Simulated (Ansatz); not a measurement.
Mo:
```xyz
1
Lattice="-1.5647 1.5647 1.5647 1.5647 -1.5647 1.5647 1.5647 1.5647 -1.5647" Properties=species:S:1:pos:R:3 pbc="T T T"
Mo     0.0000     0.0000     0.0000
```

Relaxed with PBEsol. Special points in fractions of this cell's reciprocal vectors: Γ (0.000, 0.000, 0.000); H (0.500, -0.500, 0.500); N (0.000, 0.000, 0.500); P (0.250, 0.250, 0.250).

Problem. List the band energies nearest the Fermi level at these points for PBEsol with spin–orbit coupling in the plane-wave PAW code Ansatz.

Solution. In eV from the Fermi level; about four levels below and three above (degenerate sets whole), none deeper than 8.9 eV; … stands for higher levels left out; points with the same levels are listed once.

| k | below | above |
|---|---|---|
| Γ | -1.60 -1.60 -1.60 -1.60 -1.46 -1.46 | … |
| H | -5.77 -5.77 -5.77 -5.77 | 3.91 3.91 3.91 3.91 |
| N | -5.62 -5.62 -3.66 -3.66 | 1.51 1.51 1.58 1.58 |
| P | -2.78 -2.78 -2.78 -2.78 | 2.36 2.36 2.36 2.36 |

Space group Im-3m (bcc (W type)). The PBEsol relaxation kept the symmetry of its start. The run is not spin-polarised.

Potentials: the earlier of the program's two PAW sets.
